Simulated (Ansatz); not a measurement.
### Question
Each is relaxed and computed with the program Ansatz at the PBEsol level (PAW). Which is the only one with a gap?
A) BIr, CsCl type
B) MgO, CsCl type
C) BAs, CsCl type
D) TiAs, CsCl type

### Answer
B, MgO, CsCl type. MgO: gap 2.47 eV (indirect); TiAs: metal; BAs: metal; BIr: metal. Constructed cells (a structure type filled with these elements, in neither database checked): TiAs, CsCl type; BIr, CsCl type. Typed or built starts, not in the databases checked: BAs, CsCl type. Not the usual ambient phase: MgO, CsCl type; BAs, CsCl type. Unstable at this level: MgO, CsCl type; TiAs, CsCl type; BAs, CsCl type; BIr, CsCl type. All cells were relaxed under the symmetry of their starts (and spin orders); stability against distortions was not tested throughout. Named crystals with no word on spin ran without spin polarisation. Scalar-relativistic: spin–orbit coupling is off unless named, which matters more the heavier the elements.

Potentials: the earlier of the program's two PAW sets. The files were generated under PBE; for other functionals the program regenerates the frozen cores, and for LDA and PBEsol the local potential too.
